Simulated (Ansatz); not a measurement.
Find the missing element

Cell vectors (Å):

```
3.8911 0.0000 0.0000
0.0000 3.8911 0.0000
0.0000 0.0000 3.8911
```

| atom | a | b | c |
| --- | --- | --- | --- |
| X | 0.5000 | 0.5000 | 0.5000 |
| Ti | 0.0000 | 0.0000 | 0.0000 |
| O | 0.5000 | 0.0000 | 0.0000 |
| O | 0.0000 | 0.5000 | 0.0000 |
| O | 0.0000 | 0.0000 | 0.5000 |

Computed with PBEsol, all-electron LAPW in Ansatz 0.2.0, scalar-relativistic. k mesh 6×6×6, fine mesh 8×8×8, fixed occupations, lines of 0.2 eV.

Independent-particle optical response of a crystal from Kohn-Sham bands on the fine mesh, no local fields or excitons; Cartesian axes as in the cell vectors.

```json
{
 "Fine mesh": "8, 8, 8",
 "Line width": "0.2 eV",
 "Further gaussian width": "0.3 eV"
}
```

```
photon energy (eV)  dielectric imag xx
               0.8                   0
               1.6                0.06
               2.4                1.24
               3.2                 4.5
                 4                6.38
               4.8                6.78
               5.6                4.03
               6.4                3.11
               7.2                3.93
                 8                5.65
               8.8                4.12
               9.6                3.74
              10.4                2.77
              11.2                2.99
                12                2.13
              12.8                   1
              13.6                0.71
              14.4                0.96
              15.2                 0.8
                16                0.99
              16.8                0.92
              17.6                1.23
              18.4                1.67
              19.2                1.69
                20                1.84
```

Task: All X atoms are one element. Which one was computed?

Result: Sr; the crystal is SrTiO₃ (Pm-3m).

Keep in mind: semilocal gaps are low, and what follows the gap (onsets, screening, light masses) shifts with it; cubic perovskites of this kind tilt or polarise below some temperature, which these cells can't show; spectra summed at the mesh points alone; no spin-orbit coupling on heavy atoms.
